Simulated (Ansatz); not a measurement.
## Sn2P2SO12 — ¹¹⁹Sn Mössbauer parameters

Cell: a computed structure from the Materials Project (it need not be an observed phase).

Space group Cc (No. 9); a = 15.1961, b = 8.7438, c = 9.0714 Å, β = 123.65°.

| site | Wyckoff | site symmetry | x | y | z |
| --- | --- | --- | --- | --- | --- |
| Sn1 | 4a | 1 | 0.3957 | 0.2506 | 0.9377 |
| Sn3 | 4a | 1 | 0.6022 | 0.7583 | 0.0624 |
| P5 | 4a | 1 | 0.4988 | 0.9596 | 0.2490 |
| P6 | 4a | 1 | 0.8550 | 0.8946 | 0.2503 |
| S | 4a | 1 | 0.1454 | 0.8966 | 0.2505 |
| O11 | 4a | 1 | 0.4267 | 0.0584 | 0.0836 |
| O12 | 4a | 1 | 0.5547 | 0.3233 | 0.0912 |
| O13 | 4a | 1 | 0.8578 | 0.8722 | 0.0838 |
| O17 | 4a | 1 | 0.5732 | 0.9431 | 0.9138 |
| O18 | 4a | 1 | 0.4516 | 0.6789 | 0.9163 |
| O19 | 4a | 1 | 0.1433 | 0.1249 | 0.9105 |
| O23 | 4a | 1 | 0.4257 | 0.1411 | 0.7749 |
| O24 | 4a | 1 | 0.8537 | 0.9317 | 0.7745 |
| O25 | 4a | 1 | 0.2395 | 0.1745 | 0.7706 |
| O29 | 4a | 1 | 0.5738 | 0.8585 | 0.2286 |
| O30 | 4a | 1 | 0.1471 | 0.0624 | 0.2273 |
| O31 | 4a | 1 | 0.7558 | 0.8199 | 0.2250 |

One atom of each set is listed; the run and its k-mesh use a cell of 34 atoms with edges of 8.77, 8.77, 9.07 Å.

Computed with Ansatz: DFT, PBE, plane waves and PAW, scalar-relativistic, 420 eV cutoff, Γ-centred 3×3×3 k-points, Fermi–Dirac smearing 0.02 eV.

Isomer shifts (against SnO₂) follow from the electron density at the nucleus, δ = α(ρ − ρ₀), with α = 0.099 mm s⁻¹ a₀³ and ρ₀ = 183191.44 a₀⁻³ from a line fitted to 8 measured compounds at this level of theory (rms miss 0.12 mm/s). ΔE_Q = ½eQV_zz(1 + η²/3)^½ with Q = -0.132 b for the 23.9 keV state.

(1) What would the ¹¹⁹Sn spectrum's parameters be?

Results:

(1) 

```
site  atoms         first shell  ρ − ρ₀ (a₀⁻³)  δ (mm/s)  ΔE_Q (mm/s)     η
 Sn1      2  6 O at 2.01–2.11 Å           -4.0     -0.40        -1.21  0.09
 Sn3      2  6 O at 1.99–2.15 Å           -4.0     -0.40         0.47  0.58
```

The shifts of Sn1, Sn3 are typical of Sn(IV) in an ionic setting.

The largest force is 0.7 eV/Å, so the atoms aren't at the calculated equilibrium and relaxing them would move these values. A computed database structure should lie near equilibrium, so this entry is doubtful. Without spin–orbit coupling (the program notes it for Sn) the gradients are little affected as a rule: paired runs on crystals with a gap mostly move them by under 2 % at such atoms.
